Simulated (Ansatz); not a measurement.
Cs₂AgBiBr₆:
```
Cs2AgBiBr6
1.0
    0.00000     5.67212     5.67212
    5.67212     0.00000     5.67212
    5.67212     5.67212     0.00000
Bi Ag Cs Br
1 1 2 6
Direct
  0.00000   0.00000   0.00000
  0.50000   0.50000   0.50000
  0.25000   0.25000   0.25000
  0.75000   0.75000   0.75000
  0.25185   0.74815   0.25185
  0.25185   0.74815   0.74815
  0.74815   0.25185   0.74815
  0.74815   0.25185   0.25185
  0.25185   0.25185   0.74815
  0.74815   0.74815   0.25185
```

Cartesian axes are those of the cell as given.

### Question
Give the high-frequency dielectric tensor and the Born effective charge tensors of the independent atoms from DFPT, r²SCAN (plane waves, PAW; program Ansatz).

### Answer

ε∞:
```
4.48  0.00  0.00
0.00  4.48  0.00
0.00  0.00  4.48
```
Z* of atom 1 (Bi), rows: field, columns: displacement, in e:
```
4.78  0.00  0.00
0.00  4.78  0.00
0.00  0.00  4.78
```
Z* of atom 2 (Ag), rows: field, columns: displacement, in e:
```
1.79  0.00  0.00
0.00  1.79  0.00
0.00  0.00  1.79
```
Z* of atom 3 (Cs), rows: field, columns: displacement, in e:
```
1.32  0.00  0.00
0.00  1.32  0.00
0.00  0.00  1.32
```
Z* of atom 5 (Br), rows: field, columns: displacement, in e:
```
-0.76   0.00   0.00
 0.00  -3.08   0.00
 0.00   0.00  -0.76
```

Static charges for comparison (Bader): Bi1 +1.49, Ag2 +0.57, Cs3 +0.88, Br5 -0.64 e. Born charges measure polarisation by displacement and can exceed these by far.

Space group Fm-3m. Symmetry was held in the r²SCAN relaxation; phonons show weakly imaginary modes. The run is not spin-polarised. Spin–orbit coupling is left out wherever it is not named.

Potentials: the later of the program's two PAW sets.
